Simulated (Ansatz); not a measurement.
Input:

LiF:
```
CELL_PARAMETERS angstrom
      3.27901     0.00000     0.00000
     -1.63950     2.83970     0.00000
      0.00000     0.00000     4.03604
ATOMIC_POSITIONS crystal
  Li 0.33333 0.66667 0.25000
  Li 0.66667 0.33333 0.75000
  F  0.33333 0.66667 0.75000
  F  0.66667 0.33333 0.25000
```

This is the PBE+D3(BJ)-relaxed structure.

Task: All from PBE+D3(BJ) in the plane-wave PAW code Ansatz, unless another level is named. Predict the valence-band maximum.

Result: at Γ.

Task: Give the weight of the conduction-edge state by species (Voronoi cells).

Result: Li 51 %, F 49 %.

Task: Next, the weight of the valence-edge state by species (Voronoi cells)?

Result: F 96 %, Li 4 %.

Space group P6_3/mmc. The start of the workflow was typed in or built on a structure type; neither database checked (COD, Materials Project) lists it. It is not the phase usual at ambient conditions (space group No. 225). The cell was relaxed with PBE+D3(BJ) under the symmetry of its start; whether a distortion lowers the energy is not shown. The volume moved by -41 % from the start of the relaxation.

Potentials: the later of the program's two PAW sets.
